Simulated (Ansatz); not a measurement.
TaN (rock salt, Fm-3m), a = b = c = 4.3476 Å, α = β = γ = 90.00°; the cell used has 2 atoms.

Relaxed with LDA.

### Question
Decompose the optical modes at the zone centre into irreducible representations, and say which are infrared and Raman allowed.

### Answer
Point group m-3m: Γ_opt = T1u. Infrared: T1u. Raman: none.

### Question
Assign frequencies (DFPT, plane-wave PAW LDA (Ansatz code)).

### Answer
T1u 424 cm⁻¹.

The LDA relaxation kept the symmetry of its start; of distortions, only those at the zone centre were tested. The run is not spin-polarised. As this level gives no gap, phonon frequencies hold no LO–TO term and depend on the k-mesh and smearing (Fermi–Dirac, 0.1 eV here). Scalar-relativistic: spin–orbit coupling is off unless named, which matters more the heavier the elements.

Potentials: the earlier of the program's two PAW sets.
